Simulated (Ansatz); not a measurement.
Relaxed-ion elastic tensor of In₂O₃ (bixbyite, Ia-3) in GPa (Voigt order), DFT-r²SCAN in the program Ansatz with PAW potentials; density 7.04 g/cm³, 13.10 Å³ per atom.

```json
[
 {"": "1", "1": "253", "2": "127", "3": "127", "4": "0.0", "5": "0.0", "6": "0.0"},
 {"": "2", "1": "127", "2": "253", "3": "127", "4": "0.0", "5": "0.0", "6": "0.0"},
 {"": "3", "1": "127", "2": "127", "3": "253", "4": "0.0", "5": "0.0", "6": "0.0"},
 {"": "4", "1": "0.0", "2": "0.0", "3": "0.0", "4": "65.3", "5": "0.0", "6": "0.0"},
 {"": "5", "1": "0.0", "2": "0.0", "3": "0.0", "4": "0.0", "5": "65.3", "6": "0.0"},
 {"": "6", "1": "0.0", "2": "0.0", "3": "0.0", "4": "0.0", "5": "0.0", "6": "65.3"}
]
```

Task: Is the crystal mechanically stable?

Result: Yes: the smallest eigenvalue of C is 65.3 GPa.

Task: Work out the Voigt, Reuss and Hill averages.

Result: K_V = 169, K_R = 169, K_H = 169; G_V = 64.5, G_R = 64.5, G_H = 64.5 GPa.

Task: Give Young's modulus, Poisson's ratio, Pugh's ratio and the universal anisotropy index.

Result: E = 9KG/(3K + G) = 172 GPa; ν = 0.33; K/G = 2.62 (ductile by the Pugh limit of 1.75); A_U = 5G_V/G_R + K_V/K_R − 6 = 0.00.

Task: Estimate the sound speeds and the Debye temperature.

Result: v_l = √((K + 4G/3)/ρ) = 6020 m/s, v_t = √(G/ρ) = 3030 m/s, mean 3390 m/s; Θ = (h/k)(3n/4πV)^(1/3) v_m = 429 K.

Task: Give the Zener ratio and Young's modulus along [100], [110] and [111].

Result: A = 2C44/(C11 − C12) = 1.03; 1/E = S11 − 2(S11 − S12 − S44/2)Γ with Γ = 0, 1/4, 1/3 gives 169, 172, 173 GPa.

Task: Solve the Christoffel equation for the three sound speeds along [100], [110], [111].

Result: Eigenvalues of C_ijkl n_j n_l equal ρv². In km/s, slowest first: [100] 3.05, 3.05, 6.00; [110] 3.00, 3.05, 6.02; [111] 3.01, 3.01, 6.03.

The r²SCAN relaxation kept the symmetry of its start.

Potentials: the later of the program's two PAW sets.
